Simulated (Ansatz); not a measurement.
## Rb₃NaH₄: input, output and frames of a trajectory

Method: DFT PBEsol, scalar-relativistic, plane waves, PAW (Ansatz). Settings: plane waves to 420 eV, k-mesh 2×2×2 (shifted by 0.5, 0.5, 0.5 steps), Fermi–Dirac smearing 0.22 eV. The mesh is coarse. No spin polarisation.

16 atoms, starting at 1.10 times the perfect crystal's volume (space group Pm-3m, the cell as given, not relaxed at this level); Nosé–Hoover thermostat at 2600 K, fixed cell; 44 steps of 0.5 fs. The run is short and not equilibrated.

Self-consistency was reached.

The run took 2.4 min on 4 threads of Arm Neoverse N1 (shared host), peak memory 0.88 GiB.

Command:
```bash
ansatz run input.yaml --threads 4 --pin off --max-ram 5120MiB --backend cpu --events-out ev --progress --plain --runs-dir out
```

Input:
```yaml
crystal:
  lattice:
    - [-6.0326769954, 6.0326769954, 0.0]
    - [0.0, 6.0326769954, -6.0326769954]
    - [-6.0326769954, 0.0, -6.0326769954]
  atoms:
    - { symbol: Rb, position: [0.75, 0.25, 0.25] }
    - { symbol: Rb, position: [0.25, 0.75, 0.75] }
    - { symbol: Rb, position: [0.75, 0.75, 0.25] }
    - { symbol: Rb, position: [0.25, 0.25, 0.75] }
    - { symbol: Rb, position: [0.25, 0.75, 0.25] }
    - { symbol: Rb, position: [0.75, 0.25, 0.75] }
    - { symbol: Na, position: [0.75, 0.75, 0.75] }
    - { symbol: Na, position: [0.25, 0.25, 0.25] }
    - { symbol: H, position: [0.5, 0.0, 0.0] }
    - { symbol: H, position: [0.0, 0.5, 0.5] }
    - { symbol: H, position: [0.5, 0.5, 0.0] }
    - { symbol: H, position: [0.0, 0.0, 0.5] }
    - { symbol: H, position: [0.0, 0.5, 0.0] }
    - { symbol: H, position: [0.5, 0.0, 0.5] }
    - { symbol: H, position: [0.5, 0.5, 0.5] }
    - { symbol: H, position: [0.0, 0.0, 0.0] }
basis:
  ecutwfc: 420
kpoints:
  mp_grid: { grid: [2, 2, 2], shift: [0.5, 0.5, 0.5] }
hamiltonian:
  xc: pbesol
scf:
  occupations: { method: fermi_dirac, width: 0.2241 }
  lower_state_search: "off"
  convergence: { dr2_threshold: 1.0e-07 }
output:
  forces: true
  stress: true
md:
  timestep: 0.5
  n_steps: 44
  ensemble: nvt_nose_hoover
  temperature: 2600.0
  initial_velocities: maxwell_boltzmann
  seed: 17960
```

Output (its end):
```
...
SCF converged after 5 iterations
Free energy (F): -22379.167569 eV
Harris-Foulkes:  -22379.167569 eV  (|F-HF|=2.11e-8)
Internal energy: -22379.101382 eV  (E = F + TS)
E sigma→0 (E₀):  -22379.134475 eV
Entropy (-TS):   -0.066187 eV (-4.137 meV/atom)
Fermi energy:    2.712966 eV
--- Per-component energies (eV) ---
  E_band       = -1063.881934
  E_kinetic    = 1497.465310
  E_local      = -6686.703448  (includes V_loc(G=0)·N_el)
  E_nonlocal   = 1290.554377
  E_hartree    = 2074.604077
  E_xc         = -919.432113
  E_vxc        = -1004.173970  (∫ρ·V_xc dr)
  E_paw        = -15925.279193  (= ΣΔE_a)
  E_vpaw       = -310.225542  (= ΣTr[D̂ρ^β])
  E_aug_tail   = -0.008441  (compensation charges beyond the density's cutoff)
  E_ewald      = -3711.153364
  E_core_change = 0.851412  (= ΣΔE_core)
  E_smearing   = -0.066187  (= −TS)
  E_closure    = -0.000000  (closes the sum)
  Σ components = -22379.167569   (vs F -22379.167569, Δ=0.00e0)
--- Forces (eV/Å), atoms counted from 1 ---
  atom   1  Rb     0.00624278    -0.11065427    -0.08851273
  atom   2  Rb     0.15063504     0.44614455    -0.04597360
  atom   3  Rb    -0.09348995     0.25611446     0.05889062
  atom   4  Rb    -0.24207463     0.02386962     0.03202184
  atom   5  Rb    -0.19048238     0.09259414     0.04774275
  atom   6  Rb     0.04830967    -0.05996194     0.18116945
  atom   7  Na    -0.66373724    -0.39776726    -0.11910987
  atom   8  Na    -0.49914252    -0.13717469    -0.19071106
  atom   9  H      0.07315346     0.05599598     0.10372441
  atom  10  H      0.18855230    -0.07372676    -0.17098853
  atom  11  H      0.26078459     0.51126882     0.04452507
  atom  12  H     -0.14126825    -0.58358274     0.06369053
  atom  13  H      0.92968605    -0.04999116     0.09436098
  atom  14  H      0.64251295     0.30124316     0.00210347
  atom  15  H     -0.24013260    -0.30761603     0.19187770
  atom  16  H     -0.22960619     0.03312228    -0.20480376
  max |Σ_I F_I| component: 1.22e-4 eV/Å
--- Stress (GPa, compression-positive) ---
        0.511221       0.449330       0.206874
        0.449330      -0.065794       0.014013
        0.206874       0.014013      -0.847329
  P = ⅓ Tr σ = -0.1340 GPa (-1.340 kbar)
--- MD trajectory: 44 steps, t = 0.0 → 22.0 fs ---
  final state: T = 2006.1 K   F+E_penalty+E_count = -22379.16756868 eV   E_kin = 3.889546 eV
  conserved energy: peak-to-peak 1.428e-3 eV (8.924e-5 eV/atom) over 22.0 fs
```

Frames along the run (Å, eV/Å; dE is the potential energy from the first frame):

```xyz
16
Lattice="-6.033 6.033 0.000 0.000 6.033 -6.033 -6.033 0.000 -6.033" Properties=species:S:1:pos:R:3:forces:R:3 pbc="T T T" time_fs=0.00 dE_eV=0.0000 T_K=2600
Rb   -6.033    6.033   -3.016    0.000    0.000    0.000
Rb   -6.033    6.033   -9.049    0.000    0.000    0.000
Rb   -6.033    9.049   -6.033    0.000    0.000    0.000
Rb   -6.033    3.016   -6.033    0.000    0.000    0.000
Rb   -3.016    6.033   -6.033    0.000    0.000    0.000
Rb   -9.049    6.033   -6.033    0.000    0.000    0.000
Na   -9.049    9.049   -9.049    0.000    0.000    0.000
Na   -3.016    3.016   -3.016    0.000    0.000    0.000
H    -3.016    3.016    0.000    0.000    0.000    0.000
H    -3.016    3.016   -6.033    0.000    0.000    0.000
H    -3.016    6.033   -3.016    0.000    0.000    0.000
H    -3.016    0.000   -3.016    0.000    0.000    0.000
H     0.000    3.016   -3.016    0.000    0.000    0.000
H    -6.033    3.016   -3.016    0.000    0.000    0.000
H    -6.033    6.033   -6.033    0.000    0.000    0.000
H     0.000    0.000    0.000    0.000    0.000    0.000
16
Lattice="-6.033 6.033 0.000 0.000 6.033 -6.033 -6.033 0.000 -6.033" Properties=species:S:1:pos:R:3:forces:R:3 pbc="T T T" time_fs=1.50 dE_eV=0.0159 T_K=2592
Rb   -6.049    6.038   -3.014   -0.003    0.007   -0.018
Rb   -6.024    6.022   -9.057    0.004    0.034   -0.005
Rb   -6.037    9.042   -6.029   -0.023    0.017   -0.005
Rb   -6.035    3.021   -6.031   -0.038    0.013    0.004
Rb   -3.004    6.042   -6.026   -0.003    0.012   -0.017
Rb   -9.050    6.032   -6.044    0.012    0.018    0.014
Na   -9.039    9.014   -9.036    0.082   -0.015   -0.031
Na   -3.009    3.034   -3.007    0.071   -0.030   -0.034
H    -3.029    3.021   -0.033   -0.007    0.003   -0.002
H    -3.129    3.078   -5.959    0.095   -0.042   -0.037
H    -3.067    6.016   -3.016    0.019    0.043    0.007
H    -2.961    0.093   -3.095   -0.050    0.008    0.075
H    -0.093    3.082   -3.043    0.010   -0.064    0.026
H    -6.147    2.999   -3.029   -0.094    0.030    0.028
H    -5.982    6.084   -6.095   -0.040   -0.030    0.052
H     0.040    0.006    0.040   -0.035   -0.005   -0.055
16
Lattice="-6.033 6.033 0.000 0.000 6.033 -6.033 -6.033 0.000 -6.033" Properties=species:S:1:pos:R:3:forces:R:3 pbc="T T T" time_fs=3.50 dE_eV=0.0823 T_K=2558
Rb   -6.070    6.044   -3.011   -0.001    0.009   -0.037
Rb   -6.013    6.009   -9.067    0.011    0.093   -0.011
Rb   -6.042    9.034   -6.024   -0.039    0.045   -0.011
Rb   -6.037    3.028   -6.028   -0.120    0.023    0.008
Rb   -2.986    6.054   -6.018   -0.007    0.029   -0.026
Rb   -9.052    6.031   -6.060    0.027    0.033    0.022
Na   -9.026    8.968   -9.018    0.184   -0.044   -0.073
Na   -2.998    3.057   -2.994    0.156   -0.061   -0.077
H    -3.045    3.027   -0.078   -0.016    0.008   -0.005
H    -3.276    3.159   -5.862    0.229   -0.087   -0.079
H    -3.135    5.996   -3.016    0.042    0.100    0.015
H    -2.889    0.218   -3.197   -0.115    0.018    0.164
H    -0.216    3.167   -3.077    0.024   -0.146    0.059
H    -6.302    2.978   -3.045   -0.204    0.061    0.063
H    -5.915    6.152   -6.175   -0.088   -0.072    0.115
H     0.091    0.014    0.092   -0.081   -0.011   -0.129
16
Lattice="-6.033 6.033 0.000 0.000 6.033 -6.033 -6.033 0.000 -6.033" Properties=species:S:1:pos:R:3:forces:R:3 pbc="T T T" time_fs=5.00 dE_eV=0.1597 T_K=2518
Rb   -6.086    6.049   -3.009    0.004    0.004   -0.046
Rb   -6.005    5.999   -9.075    0.015    0.144   -0.014
Rb   -6.046    9.027   -6.020   -0.044    0.068   -0.013
Rb   -6.039    3.033   -6.025   -0.206    0.024    0.008
Rb   -2.974    6.063   -6.011   -0.010    0.040   -0.022
Rb   -9.053    6.030   -6.071    0.037    0.037    0.022
Na   -9.016    8.933   -9.005    0.243   -0.070   -0.102
Na   -2.990    3.075   -2.985    0.207   -0.079   -0.108
H    -3.058    3.032   -0.112   -0.021    0.012   -0.008
H    -3.381    3.218   -5.792    0.336   -0.107   -0.099
H    -3.185    5.983   -3.016    0.059    0.144    0.021
H    -2.838    0.312   -3.270   -0.160    0.022    0.219
H    -0.308    3.228   -3.101    0.037   -0.201    0.080
H    -6.424    2.963   -3.056   -0.261    0.078    0.086
H    -5.867    6.201   -6.233   -0.119   -0.103    0.157
H     0.127    0.020    0.128   -0.115   -0.013   -0.181
16
Lattice="-6.033 6.033 0.000 0.000 6.033 -6.033 -6.033 0.000 -6.033" Properties=species:S:1:pos:R:3:forces:R:3 pbc="T T T" time_fs=7.00 dE_eV=0.2891 T_K=2451
Rb   -6.108    6.056   -3.006    0.011   -0.008   -0.054
Rb   -5.994    5.985   -9.086    0.019    0.213   -0.016
Rb   -6.051    9.019   -6.015   -0.049    0.100   -0.011
Rb   -6.042    3.040   -6.023   -0.349    0.014    0.000
Rb   -2.957    6.075   -6.003   -0.016    0.050   -0.009
Rb   -9.054    6.029   -6.087    0.048    0.031    0.017
Na   -9.002    8.886   -8.988    0.269   -0.108   -0.136
Na   -2.979    3.098   -2.972    0.251   -0.096   -0.146
H    -3.076    3.039   -0.157   -0.026    0.019   -0.012
H    -3.509    3.293   -5.701    0.483   -0.111   -0.107
H    -3.249    5.971   -3.014    0.081    0.201    0.029
H    -2.776    0.439   -3.359   -0.209    0.020    0.274
H    -0.430    3.301   -3.130    0.066   -0.260    0.102
H    -6.594    2.946   -3.067   -0.271    0.093    0.109
H    -5.807    6.263   -6.305   -0.151   -0.143    0.202
H     0.172    0.027    0.169   -0.157   -0.013   -0.243
16
Lattice="-6.033 6.033 0.000 0.000 6.033 -6.033 -6.033 0.000 -6.033" Properties=species:S:1:pos:R:3:forces:R:3 pbc="T T T" time_fs=8.50 dE_eV=0.4019 T_K=2393
Rb   -6.124    6.061   -3.004    0.015   -0.021   -0.056
Rb   -5.986    5.975   -9.094    0.022    0.261   -0.016
Rb   -6.055    9.012   -6.012   -0.053    0.125   -0.007
Rb   -6.044    3.045   -6.020   -0.464   -0.002   -0.013
Rb   -2.944    6.084   -5.997   -0.024    0.053    0.006
Rb   -9.055    6.029   -6.098    0.057    0.022    0.014
Na   -8.992    8.851   -8.975    0.214   -0.139   -0.155
Na   -2.971    3.115   -2.963    0.260   -0.105   -0.171
H    -3.090    3.044   -0.191   -0.027    0.023   -0.013
H    -3.593    3.346   -5.635    0.587   -0.100   -0.100
H    -3.295    5.966   -3.013    0.098    0.243    0.034
H    -2.734    0.534   -3.420   -0.236    0.008    0.299
H    -0.519    3.350   -3.150    0.103   -0.288    0.114
H    -6.729    2.936   -3.073   -0.194    0.103    0.118
H    -5.766    6.306   -6.354   -0.169   -0.172    0.227
H     0.202    0.033    0.194   -0.186   -0.011   -0.282
16
Lattice="-6.033 6.033 0.000 0.000 6.033 -6.033 -6.033 0.000 -6.033" Properties=species:S:1:pos:R:3:forces:R:3 pbc="T T T" time_fs=10.00 dE_eV=0.5322 T_K=2326
Rb   -6.140    6.066   -3.002    0.014   -0.035   -0.057
Rb   -5.977    5.965   -9.101    0.023    0.301   -0.014
Rb   -6.059    9.006   -6.008   -0.059    0.149    0.002
Rb   -6.046    3.050   -6.018   -0.569   -0.024   -0.030
Rb   -2.931    6.093   -5.990   -0.036    0.055    0.022
Rb   -9.057    6.028   -6.110    0.064    0.009    0.014
Na   -8.981    8.816   -8.963    0.047   -0.178   -0.162
Na   -2.962    3.132   -2.954    0.243   -0.112   -0.193
H    -3.105    3.051   -0.225   -0.024    0.028   -0.014
H    -3.664    3.398   -5.572    0.671   -0.079   -0.084
H    -3.339    5.967   -3.010    0.115    0.284    0.039
H    -2.697    0.629   -3.474   -0.253   -0.014    0.309
H    -0.606    3.393   -3.167    0.158   -0.298    0.120
H    -6.868    2.928   -3.076   -0.001    0.119    0.115
H    -5.729    6.345   -6.398   -0.183   -0.199    0.244
H     0.228    0.037    0.213   -0.211   -0.007   -0.312
16
Lattice="-6.033 6.033 0.000 0.000 6.033 -6.033 -6.033 0.000 -6.033" Properties=species:S:1:pos:R:3:forces:R:3 pbc="T T T" time_fs=12.00 dE_eV=0.7548 T_K=2212
Rb   -6.161    6.073   -2.999    0.008   -0.054   -0.057
Rb   -5.966    5.952   -9.112    0.026    0.337   -0.013
Rb   -6.064    8.997   -6.003   -0.070    0.180    0.017
Rb   -6.049    3.057   -6.015   -0.666   -0.052   -0.055
Rb   -2.914    6.106   -5.982   -0.056    0.055    0.045
Rb   -9.058    6.027   -6.125    0.072   -0.008    0.021
Na   -8.966    8.769   -8.946   -0.440   -0.261   -0.139
Na   -2.950    3.155   -2.943    0.174   -0.120   -0.214
H    -3.125    3.060   -0.272   -0.017    0.035   -0.010
H    -3.737    3.463   -5.490    0.730   -0.047   -0.058
H    -3.393    5.978   -3.005    0.140    0.339    0.045
H    -2.656    0.756   -3.535   -0.259   -0.066    0.300
H    -0.717    3.440   -3.186    0.269   -0.281    0.122
H    -7.051    2.921   -3.077    0.524    0.175    0.079
H    -5.685    6.390   -6.448   -0.197   -0.232    0.253
H     0.255    0.044    0.228   -0.238    0.000   -0.337
16
Lattice="-6.033 6.033 0.000 0.000 6.033 -6.033 -6.033 0.000 -6.033" Properties=species:S:1:pos:R:3:forces:R:3 pbc="T T T" time_fs=13.50 dE_eV=0.9751 T_K=2098
Rb   -6.177    6.078   -2.997    0.000   -0.067   -0.058
Rb   -5.958    5.942   -9.120    0.030    0.351   -0.013
Rb   -6.068    8.991   -5.999   -0.080    0.200    0.031
Rb   -6.052    3.062   -6.013   -0.689   -0.068   -0.068
Rb   -2.901    6.115   -5.975   -0.075    0.055    0.059
Rb   -9.059    6.027   -6.136    0.077   -0.020    0.033
Na   -8.956    8.733   -8.934   -1.036   -0.370   -0.087
Na   -2.941    3.172   -2.934    0.085   -0.126   -0.223
H    -3.141    3.067   -0.306   -0.007    0.040   -0.003
H    -3.773    3.511   -5.430    0.722   -0.028   -0.046
H    -3.431    5.995   -3.001    0.160    0.380    0.050
H    -2.632    0.849   -3.574   -0.254   -0.123    0.280
H    -0.793    3.468   -3.197    0.383   -0.246    0.118
H    -7.177    2.920   -3.075    1.142    0.267    0.017
H    -5.657    6.419   -6.480   -0.205   -0.254    0.253
H     0.270    0.049    0.230   -0.253    0.006   -0.343
16
Lattice="-6.033 6.033 0.000 0.000 6.033 -6.033 -6.033 0.000 -6.033" Properties=species:S:1:pos:R:3:forces:R:3 pbc="T T T" time_fs=15.00 dE_eV=1.2224 T_K=1972
Rb   -6.193    6.083   -2.994   -0.010   -0.078   -0.060
Rb   -5.949    5.932   -9.128    0.037    0.359   -0.015
Rb   -6.072    8.984   -5.996   -0.088    0.218    0.044
Rb   -6.055    3.067   -6.011   -0.666   -0.074   -0.071
Rb   -2.888    6.124   -5.969   -0.095    0.056    0.070
Rb   -9.060    6.026   -6.148    0.079   -0.030    0.050
Na   -8.947    8.697   -8.922   -1.726   -0.529   -0.009
Na   -2.931    3.189   -2.926   -0.034   -0.132   -0.224
H    -3.157    3.076   -0.342    0.005    0.045    0.009
H    -3.794    3.559   -5.372    0.670   -0.017   -0.045
H    -3.465    6.020   -2.995    0.181    0.420    0.053
H    -2.614    0.939   -3.606   -0.240   -0.194    0.249
H    -0.861    3.491   -3.205    0.521   -0.197    0.110
H    -7.277    2.925   -3.073    1.842    0.413   -0.071
H    -5.633    6.442   -6.506   -0.212   -0.273    0.247
H     0.279    0.053    0.226   -0.264    0.013   -0.339
16
Lattice="-6.033 6.033 0.000 0.000 6.033 -6.033 -6.033 0.000 -6.033" Properties=species:S:1:pos:R:3:forces:R:3 pbc="T T T" time_fs=17.00 dE_eV=1.4599 T_K=1851
Rb   -6.215    6.090   -2.992   -0.021   -0.093   -0.065
Rb   -5.938    5.919   -9.138    0.056    0.367   -0.021
Rb   -6.078    8.976   -5.991   -0.097    0.237    0.058
Rb   -6.059    3.074   -6.008   -0.577   -0.064   -0.057
Rb   -2.871    6.136   -5.961   -0.122    0.061    0.077
Rb   -9.061    6.025   -6.163    0.077   -0.041    0.082
Na   -8.937    8.648   -8.906   -2.290   -0.746    0.079
Na   -2.919    3.211   -2.915   -0.219   -0.139   -0.214
H    -3.177    3.089   -0.388    0.024    0.050    0.030
H    -3.800    3.621   -5.295    0.548   -0.020   -0.064
H    -3.504    6.067   -2.986    0.212    0.473    0.056
H    -2.597    1.054   -3.642   -0.215   -0.307    0.198
H    -0.934    3.515   -3.213    0.717   -0.123    0.096
H    -7.348    2.946   -3.074    2.397    0.618   -0.171
H    -5.609    6.463   -6.532   -0.221   -0.294    0.234
H     0.282    0.060    0.208   -0.269    0.021   -0.318
16
Lattice="-6.033 6.033 0.000 0.000 6.033 -6.033 -6.033 0.000 -6.033" Properties=species:S:1:pos:R:3:forces:R:3 pbc="T T T" time_fs=18.50 dE_eV=1.4675 T_K=1848
Rb   -6.231    6.094   -2.989   -0.024   -0.103   -0.071
Rb   -5.930    5.910   -9.146    0.076    0.379   -0.028
Rb   -6.082    8.970   -5.987   -0.100    0.247    0.064
Rb   -6.062    3.079   -6.006   -0.483   -0.045   -0.034
Rb   -2.859    6.145   -5.954   -0.143    0.067    0.075
Rb   -9.062    6.024   -6.175    0.072   -0.047    0.110
Na   -8.932    8.611   -8.893   -2.115   -0.794    0.073
Na   -2.910    3.228   -2.907   -0.352   -0.142   -0.201
H    -3.193    3.100   -0.422    0.039    0.053    0.051
H    -3.791    3.668   -5.239    0.436   -0.032   -0.092
H    -3.529    6.114   -2.977    0.234    0.507    0.056
H    -2.590    1.132   -3.663   -0.192   -0.398    0.156
H    -0.971    3.530   -3.216    0.846   -0.075    0.087
H    -7.343    2.977   -3.078    2.197    0.661   -0.175
H    -5.596    6.471   -6.546   -0.227   -0.304    0.222
H     0.277    0.066    0.187   -0.265    0.026   -0.292
16
Lattice="-6.033 6.033 0.000 0.000 6.033 -6.033 -6.033 0.000 -6.033" Properties=species:S:1:pos:R:3:forces:R:3 pbc="T T T" time_fs=20.50 dE_eV=1.3033 T_K=1934
Rb   -6.252    6.101   -2.987   -0.014   -0.112   -0.080
Rb   -5.919    5.897   -9.157    0.114    0.409   -0.038
Rb   -6.087    8.962   -5.982   -0.099    0.255    0.063
Rb   -6.066    3.085   -6.004   -0.344   -0.008    0.004
Rb   -2.842    6.158   -5.945   -0.170    0.080    0.063
Rb   -9.064    6.023   -6.190    0.061   -0.055    0.150
Na   -8.928    8.560   -8.877   -1.301   -0.628   -0.029
Na   -2.899    3.250   -2.897   -0.474   -0.140   -0.189
H    -3.211    3.116   -0.466    0.059    0.055    0.081
H    -3.764    3.729   -5.167    0.286   -0.055   -0.138
H    -3.553    6.195   -2.964    0.257    0.530    0.051
H    -2.587    1.222   -3.687   -0.161   -0.513    0.101
H    -0.992    3.547   -3.218    0.941   -0.042    0.085
H    -7.266    3.040   -3.089    1.330    0.502   -0.084
H    -5.587    6.473   -6.557   -0.235   -0.310    0.205
H     0.263    0.075    0.149   -0.249    0.031   -0.246
16
Lattice="-6.033 6.033 0.000 0.000 6.033 -6.033 -6.033 0.000 -6.033" Properties=species:S:1:pos:R:3:forces:R:3 pbc="T T T" time_fs=22.00 dE_eV=1.1666 T_K=2006
Rb   -6.268    6.106   -2.985    0.006   -0.111   -0.089
Rb   -5.910    5.888   -9.165    0.151    0.446   -0.046
Rb   -6.091    8.956   -5.978   -0.093    0.256    0.059
Rb   -6.070    3.090   -6.001   -0.242    0.024    0.032
Rb   -2.829    6.167   -5.939   -0.190    0.093    0.048
Rb   -9.065    6.023   -6.201    0.048   -0.060    0.181
Na   -8.927    8.521   -8.864   -0.664   -0.398   -0.119
Na   -2.891    3.266   -2.889   -0.499   -0.137   -0.191
H    -3.224    3.130   -0.496    0.073    0.056    0.104
H    -3.736    3.773   -5.117    0.189   -0.074   -0.171
H    -3.565    6.268   -2.953    0.261    0.511    0.045
H    -2.589    1.277   -3.702   -0.141   -0.584    0.064
H    -0.984    3.559   -3.217    0.930   -0.050    0.094
H    -7.172    3.100   -3.099    0.643    0.301    0.002
H    -5.586    6.466   -6.561   -0.240   -0.308    0.192
H     0.246    0.082    0.114   -0.230    0.033   -0.205
```